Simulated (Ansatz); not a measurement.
5 guesses for MgZn2TeSe2 and where they end

The calculation used DFT PBE, scalar-relativistic, plane waves, PAW in Ansatz. All cells share a 420 eV cutoff and Γ-centred k meshes spaced at most about 0.3 Å⁻¹ (about 0.25 or finer for metals, 2π included). No spin polarisation in the final relaxations.

Each guess was relaxed in cell and atoms at zero pressure, within the symmetry of its start. Temperature and zero-point effects are left out. Coordination counts Se atoms around Mg, Te and Zn (those within 1.25 times the shortest such distance or 1.15 times the sum of covalent radii; the shortest distance is added where it is long for a bond).

```
guess       made from  start group  V start (Å³/atom)  end group  V end (Å³/atom)                            coordination at the end  gap on mesh (eV)  E over the lowest end (meV/atom)
    1   YCr2Si2C type       P4/mmm               21.0     P4/mmm             26.1  Mg 8 from 4.0 Å, Zn 4 from 3.0 Å, Te 8 from 4.0 Å                 0                               568
    2   CeB2Rh2C type       I4/mmm               20.0          ?                ?                                                  ?                 ?                                 ?
    3     random cell        P-6m2               25.4      P-6m2             26.1                        Mg 6, Zn 1, Te 6 from 4.5 Å                 0                                54
    4  DyCr2Si2C type       P4/mmm               20.6     P4/mmm             27.9             Mg 8 from 3.9 Å, Zn 4 from 3.1 Å, Te 4                 0                               696
    5  SrEuP2Pt2 type        P-3m1               22.8      P-3m1             21.5                        Mg 6, Zn 3, Te 6 from 4.0 Å                 0                                 0
```

Guess 2 as it starts:

```
Mg Zn Te Se
1.0
    -2.24614    2.24614    5.94762
     2.24614   -2.24614    5.94762
     2.24614    2.24614   -5.94762
Mg Zn Te Se
1 2 1 2
Direct
  0.50000 0.50000 0.00000
  0.14772 0.14772 0.00000
  0.85228 0.85228 0.00000
  0.00000 0.00000 0.00000
  0.75000 0.25000 0.50000
  0.25000 0.75000 0.50000
```

Q: Fill in the missing row: what does this guess relax into, and where does it rank?

A: It ends in space group I4/mmm (No. 139), with a = 4.718 Å, c = 14.646 Å, 27.2 Å³/atom and no gap. It lies 0.32 eV/atom over the lowest end, above guess 3 and below guess 1. The shortest distance is 2.54 Å (Zn–Se) in this end and 2.70 Å (Zn–Se) in the lowest (guess 5).

```cif
data_structure
_symmetry_space_group_name_H-M 'I4/mmm'
_symmetry_Int_Tables_number 139
_cell_length_a 4.7180
_cell_length_b 4.7180
_cell_length_c 14.6458
_cell_angle_alpha 90.000
_cell_angle_beta 90.000
_cell_angle_gamma 90.000
_cell_volume 326.01
loop_
_atom_site_label
_atom_site_type_symbol
_atom_site_symmetry_multiplicity
_atom_site_Wyckoff_symbol
_atom_site_fract_x
_atom_site_fract_y
_atom_site_fract_z
_atom_site_occupancy
Mg1 Mg 2 b 0.50000 0.50000 0.00000 1
Zn1 Zn 4 e 0.00000 0.00000 0.18602 1
Te1 Te 2 a 0.00000 0.00000 0.00000 1
Se1 Se 4 d 0.00000 0.50000 0.25000 1
```

Energies over the elements count from the elements' standard structures at the same level, with no fitted energy shifts.

Q: Is the lowest end bound against the elements?

A: Yes: its formation energy is −0.58 eV/atom. It lies below the elements, which doesn't yet make it stable against other compounds or structures.

These runs have no spin–orbit coupling, which can matter for Te. The zero gap of P-6m2 may come from the functional, which often closes small gaps, or the cell may be a true semimetal. The reference forms of Se and Te are held partly by dispersion forces, which this level lacks. Cells relaxed within their symmetry can be saddle points. A lower structure may well exist outside this small set. Some candidate types were left out of the draw beforehand, so a known form may be missing.
